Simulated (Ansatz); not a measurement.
ZrPt₃ in space group P6_3/mmc (No. 194; Zr on 2a, Zr on 2c, Pt on 6g, Pt on 6h), DFT-PBEsol in the program Ansatz with PAW potentials, all energies at zero smearing, with the estimated change up to a 700 eV cutoff added, with one set of potentials and settings (totals compare only within such a set). Cell of 16 atoms (4 Zr, 12 Pt): -165137.471 eV.

```tsv
element	reference phase	E (eV/atom)
Zr	P6/mmm, 3 atoms in the cell	-4128.6456
Pt	Fm-3m, 1 atoms in the cell	-12383.8180
```

Formation energy per atom, worked out: (-165137.471 − 4×(-4128.6456) − 12×(-12383.8180))/16 = -1.067 eV/atom (-103 kJ per mol of atoms), at 0 K, without zero-point energy or fitted corrections.

The workflow started from a Materials Project entry (that database holds measured and hypothetical structures alike); the Crystallography Open Database copy checked does not list it. COD files the formula under space group No. 221. Its standing as an ambient phase is unchecked. The PBEsol relaxation kept the symmetry of its start; its stability against distortions is not shown here. No spin polarisation was allowed. The references are the lowest solids computed at this level, not always the standard phases. Spin–orbit coupling is left out wherever it is not named.

Potentials: the later of the program's two PAW sets.
